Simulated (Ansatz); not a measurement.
Ge6Pd: phonons across the zone

Computed with Ansatz, DFT PBE, scalar-relativistic, plane waves, PAW. Cutoff 420 eV, 12×12×4 k-points (Γ-centred), Gaussian smearing of 0.10 eV. No spin polarisation. Phonons by linear response, acoustic sum rule imposed.

Relaxed structure:
```
Ge Pd
1.0
     4.18791    0.00000    0.00000
    -2.09395    3.62684    0.00000
     0.00000    0.00000   10.60673
Ge Pd
6 1
Direct
  0.33333 0.66667 0.06838
  0.33333 0.66667 0.30718
  0.00000 0.00000 0.38171
  0.00000 0.00000 0.61829
  0.66667 0.33333 0.93162
  0.66667 0.33333 0.69282
  0.00000 0.00000 0.00000
```

It was reached by relaxing an invented guess, and it needn't be the stable form of this composition. In a metal, frequencies and elastic constants depend on the k mesh and the smearing, soft modes and shear constants most. The q mesh is coarse, so values between its points are rough.

Force constants from linear response on a 2×2×1 q mesh.

Question: Is the structure dynamically stable on this mesh?

Answer: Yes, on this mesh: no mode is imaginary.

Question: Give the frequencies (cm⁻¹; i marks imaginary ones) at the irreducible q points, in fractions of the reciprocal vectors.

Answer:
```csv
q,star,frequencies
0.000 0.000 0.000,1,0 0 0 37 37 47 47 88 131 150 189 189 204 204 220 224 245 245 248 248 252
0.000 -0.500 0.000,3,43 51 68 69 73 87 89 139 140 165 166 191 193 201 202 220 228 229 232 234 240
```
